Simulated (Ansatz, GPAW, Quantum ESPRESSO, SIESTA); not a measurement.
**InSb3: programs and potentials compared**

```
Sb In
1.0
     4.80637    0.00000    0.00000
     0.00000    4.80637    0.00000
     0.00000    0.00000    4.80637
Sb In
3 1
Direct
  0.50000 0.50000 0.00000
  0.00000 0.50000 0.50000
  0.50000 0.00000 0.50000
  0.00000 0.00000 0.00000
```

The cell comes from a database or a generator and needn't be the stable form of this composition.

Alike in all runs: task band structure; functional LDA; k mesh 6 × 6 × 6; occupations fermi-dirac, width 0.05 eV; no spin polarisation; no spin-orbit coupling. LDA stands for any of its common fits. Pressure is positive in compression and, in plane waves, holds the error of the finite cutoff, which Ansatz's Pulay term estimates and takes out.

| program and potentials | plane-wave cutoff (eV) | notes | pressure (GPa) |
| --- | --- | --- | --- |
| Ansatz, Ansatz PAW | 420 | potentials made for PBE, which Ansatz adapts in part; Pulay term of +0.04 GPa included | -3.84 |
| Quantum ESPRESSO, GBRV 1.5 LDA | 762 | - | -3.83 |
| SIESTA, files PseudoDojo sr-lda-0.4.1-standard, DZP (energy shift 0.003 Ry; two zetas on semicore shells) | - | atomic basis | -2.45 |
| GPAW, the program's PAW data sets (release 1.2.1) made for this functional | 600 | - | -4.11 |
| Ansatz, all-electron LAPW, scalar-relativistic | - | - | -3.82 |

The pressure spans -4.11 (GPAW, the program's PAW data sets (release 1.2.1) made for this functional) to -2.45 GPa (SIESTA, files PseudoDojo sr-lda-0.4.1-standard, DZP (energy shift 0.003 Ry; two zetas on semicore shells)), with all-electron results at -3.82. Rows in atomic bases carry the error of their basis and grid, which can be large.

Differences between rows come from potentials, basis sets and numerical settings, since the functional is the same but for its coding. Runs on potential files found faulty are left out.
